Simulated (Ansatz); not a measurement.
TaTlP$_{2}$O$_{8}$:
```cif
data_O8P2TaTl
_chemical_formula_sum 'Ta1 Tl1 P2 O8'
_space_group_name_H-M_alt 'P-3m1'
_space_group_IT_number 164
_space_group_name_Hall '-P 3 2"'
_cell_length_a 5.19889
_cell_length_b 5.19889
_cell_length_c 8.04552
_cell_angle_alpha 90.000
_cell_angle_beta 90.000
_cell_angle_gamma 120.000
loop_
_atom_site_label
_atom_site_type_symbol
_atom_site_symmetry_multiplicity
_atom_site_Wyckoff_symbol
_atom_site_fract_x
_atom_site_fract_y
_atom_site_fract_z
_atom_site_occupancy
Ta1 Ta 1 a 0.00000 0.00000 0.00000 1
Tl1 Tl 1 b 0.00000 0.00000 0.50000 1
P1 P 2 d 0.33333 0.66667 0.21923 1
O1 O 6 i 0.17499 0.34998 0.14299 1
O2 O 2 d 0.33333 0.66667 0.40271 1
```

Relaxed with r²SCAN+D4. r²SCAN+D4 in the plane-wave PAW code Ansatz gives a gap of 3.60 eV.

**Question.** What gap does HSE06 give on the same cell (Ansatz, PAW)?

**Answer.** 4.46 eV, 0.86 eV more. The hybrid was solved on a coarser mesh and at special points; its gap is the smallest among all of these.

Cost on shared cores: the r²SCAN+D4 run (SCF on a 6×6×4 mesh, then bands and DOS) very roughly 6 core-minutes, the HSE06 run (SCF on 4×4×2, then a few points) roughly 5 core-minutes; the tasks are unlike.

The workflow started from a Materials Project entry (that database holds measured and hypothetical structures alike); the Crystallography Open Database copy checked does not list it. Whether it is the stable phase at ambient conditions was not checked. The cell was relaxed with r²SCAN+D4 under the symmetry of its start; its stability against distortions is not shown here. The run is not spin-polarised. Spin–orbit coupling is left out wherever it is not named.

Potentials: the later of the program's two PAW sets.
